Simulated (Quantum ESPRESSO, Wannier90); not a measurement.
**Wannierisation of BeSe (zinc blende)**

```
begin unit_cell_cart
ang
    0.0000000000    2.5839700000    2.5839700000
    2.5839700000    0.0000000000    2.5839700000
    2.5839700000    2.5839700000    0.0000000000
end unit_cell_cart
begin atoms_frac
Be   0.0000000000  0.0000000000  0.0000000000
Se  -0.2500000000 -0.2500000000 -0.2500000000
end atoms_frac
```

Materials Project entry mp-1541; symmetrised, unrelaxed at this level. COD (Crystallography Open Database) has an entry of this formula and space group (matched by these alone). Method: LDA plane waves in Quantum ESPRESSO 7.5 (PseudoDojo norm-conserving files, 71 Ry, no spin polarisation, no spin-orbit coupling), Bloch states on a 10×10×10 mesh through Γ, Wannier90 4.0.1. Density: 10×10×10 mesh, cold smearing 0.01 Ry. Spin-orbit coupling, left out, would split the p-like bands by a few tenths of an eV.

A tight-binding model is made by disentanglement and projection with no localisation steps (num_iter = 0), so the 8 orbitals stay atom-like: hydrogen-like Be: s;p; Se: s;p, axes along x, y, z; frozen window up to 4.02 eV relative to the valence-band maximum. It follows pw.x to 7.8 meV rms for states up to 3.5 eV relative to the valence-band maximum. Matrix elements depend on this choice of orbitals and windows.

Task: Which pairs of orbitals on different sites are coupled most strongly? Give distance, modulus and how many such pairs a cell has.

Result: 
```tsv
orbital	orbital	distance of the centres (Å)	modulus (eV)	pairs
Be s	Se s	2.24	1.81	4
Be py	Se s	2.24	1.58	4
Be px	Se s	2.24	1.58	4
Be pz	Se s	2.24	1.58	4
Be s	Se py	2.24	1.55	4
Be s	Se pz	2.24	1.55	4
Be s	Se px	2.24	1.55	4
Be px	Se py	2.24	1.49	4
Be py	Se px	2.24	1.49	4
Be py	Se pz	2.24	1.49	4
Be px	Se pz	2.24	1.49	4
Be pz	Se px	2.24	1.49	4
Be pz	Se py	2.24	1.49	4
Be py	Be py	3.65	0.54	2
Be pz	Be pz	3.65	0.54	2
Be px	Be px	3.65	0.54	2
Se pz	Se pz	3.65	0.29	2
Se py	Se py	3.65	0.29	2
Se px	Se px	3.65	0.29	2
Be px	Be px	3.65	0.26	4
Be py	Be py	3.65	0.26	4
Be pz	Be pz	3.65	0.26	4
Be py	Se py	2.24	0.18	4
Be px	Se px	2.24	0.18	4
Be pz	Se pz	2.24	0.18	4
Be px	Be py	3.65	0.13	8
Be py	Be pz	3.65	0.13	8
Be px	Be pz	3.65	0.13	8
Be s	Be s	3.65	0.13	6
Be px	Be s	3.65	0.12	4
```
